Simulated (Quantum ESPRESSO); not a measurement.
**Kohn-Sham bands of MgO (rock salt)**

```
MgO
1.0
    0.00000     2.09700     2.09700
    2.09700     0.00000     2.09700
    2.09700     2.09700     0.00000
Mg O
1 1
Cartesian
  0.00000   0.00000   0.00000
  2.09700   2.09700   2.09700
```

Cell from Materials Project (mp-1265), symmetrised, no further relaxation. COD (Crystallography Open Database) has an entry of this formula and space group (matched by these alone). Computed values, not measurements, from LDA: Quantum ESPRESSO (norm-conserving PseudoDojo potentials, cutoff 68 Ry, no spin polarisation, no spin-orbit coupling) on a Γ-centred 12×12×12 mesh, then Wannier90. Density: 12×12×12 mesh, cold smearing 0.01 Ry.

Energies are relative to the valence-band maximum; weights are on the orthonormalised atomic waves of the pseudopotential files, averaged over the group. 16 electrons a cell are treated as valence.

Question: Into which isolated groups do the bands fall, where do they lie and what are they made of?

Answer: 
```tsv
bands	from (eV)	to (eV)	filling	weight on atomic waves
1	-71.53	-71.51	filled	Mg 2s 99 %
2–4	-39.00	-38.91	filled	Mg 2p 100 %
5	-17.01	-15.28	filled	O 2s 89 %, Mg 3s 10 %
6–8	-4.73	0.00	filled	O 2p 92 %, Mg 3s 5 %
```

The Kohn-Sham gap over both meshes and the path is 4.81 eV.
